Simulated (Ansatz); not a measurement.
How the vibrations of InAs change with volume

Computed with Ansatz, DFT LDA, scalar-relativistic, plane waves, PAW. Cutoff 420 eV, 12×12×12 k-points (Γ-centred), Fermi-Dirac smearing of 0.15 eV. No spin polarisation. Phonons by linear response, acoustic sum rule imposed.

The cell, relaxed at this level:
```
In As
1.0
     0.00000    3.01330    3.01330
     3.01330    0.00000    3.01330
     3.01330    3.01330    0.00000
In As
1 1
Cartesian
  0.0000 0.0000 0.0000
  4.5200 4.5200 4.5200
```

Without a gap, frequencies depend on the k mesh and the smearing, soft modes most.

Cells at 0.98 and 1.02 times the equilibrium volume were relaxed in shape and atoms; γ = −d ln ν / d ln V, modes matched by rank.

Question: Give the optical frequencies at Γ (cm⁻¹) at the three volumes and the mode Grüneisen parameters.

Answer:
```csv
0.98 V,V,1.02 V,γ,degeneracy
221,215,209,1.35,3
```

Question: What pressures hold the two strained cells, and what bulk modulus follows?

Answer: 1.27 GPa at 0.98 V and -1.13 GPa at 1.02 V, so B = −dP/d ln V ≈ 60 GPa.

The bands only touch here, so at this level the crystal is a zero-gap semiconductor or semimetal, not an ordinary metal; spin–orbit coupling, left out, can open or move such a gap.